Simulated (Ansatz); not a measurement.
Values for one crystal, relaxed and computed with PBEsol in the plane-wave PAW code Ansatz; other levels are named.

```yaml
volume_per_atom: 18.77 Å³
band_gap: 3.06 eV (indirect)
conduction_band_minimum: at Γ
smallest_direct_gap_on_the_standard_path: 3.15 eV
valence_band_maximum: at Y2 (k = 0.500, 0.500, 0.000)
```

### Question
Which compound is it?
A. H, P2_1 (Pearson symbol mP32)
B. I, molecular I2 type
C. S, α-S8
D. F, C2/m (F on 4i, F on 4i)

### Answer
D, F, C2/m (F on 4i, F on 4i)

The first step of the workflow began from a Materials Project structure, measured or hypothetical; the Crystallography Open Database files this formula in space group No. 12, but the cells were not matched. It is not the usual solid phase (space group No. 15). Symmetry was held in the PBEsol relaxation; its stability against distortions is not shown here. The substance is a gas or liquid at ambient conditions. A crystal of weakly bound molecules computed without a dispersion correction: the cell and the soft elastic constants depend strongly on that.

Potentials: the later of the program's two PAW sets.
